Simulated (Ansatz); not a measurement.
TiGe$_{2}$:
```yaml
crystal:
  lattice:
    - [4.58248, 0.00000, 0.00000]
    - [-2.29124, 3.96854, 0.00000]
    - [0.00000, 0.00000, 2.63656]
  atoms:
    - { symbol: Ti, position: [0.00000, 0.00000, 0.00000] }
    - { symbol: Ge, position: [0.33333, 0.66667, 0.50000] }
    - { symbol: Ge, position: [0.66667, 0.33333, 0.50000] }
```

Relaxed with PBE+D3(BJ). Special points in fractions of this cell's reciprocal vectors: Γ (0.000, 0.000, 0.000); M (0.500, 0.000, 0.000); K (0.333, 0.333, 0.000); A (0.000, 0.000, 0.500); L (0.500, 0.000, 0.500); H (0.333, 0.333, 0.500).

Problem. List the band energies nearest the Fermi level at these points for PBE+D3(BJ) in the plane-wave PAW code Ansatz.

Solution. In eV from the Fermi level; about four levels below and three above (degenerate sets whole), none deeper than 8.9 eV; points with the same levels are listed once.

| k | below | above |
|---|---|---|
| Γ | -4.74 -4.74 -1.51 -0.65 -0.65 | 2.58 2.58 3.02 3.02 |
| M | -5.03 -4.06 -0.82 -0.49 | 1.85 2.36 2.57 |
| K | -6.68 -1.15 -1.14 -1.14 | 2.45 2.45 2.83 2.83 |
| A | -1.27 -0.96 -0.48 -0.48 | 0.28 0.28 3.85 |
| L | -5.96 -4.89 -4.08 -3.36 | 0.67 1.05 1.06 |
| H | -7.12 -7.12 -4.40 -4.40 -2.79 | 0.27 0.27 0.35 |

Space group P6/mmm. A made-up cell: these elements were put on the sites of a structure type; neither database checked (COD, Materials Project) lists it. COD files the formula under space group No. 70, so this cell is another polymorph or a model. Its standing as an ambient phase is unchecked. Symmetry was held in the PBE+D3(BJ) relaxation; whether a distortion lowers the energy is not shown. No spin polarisation was allowed. Scalar-relativistic: spin–orbit coupling is off unless named, which matters more the heavier the elements.

Potentials: the earlier of the program's two PAW sets.
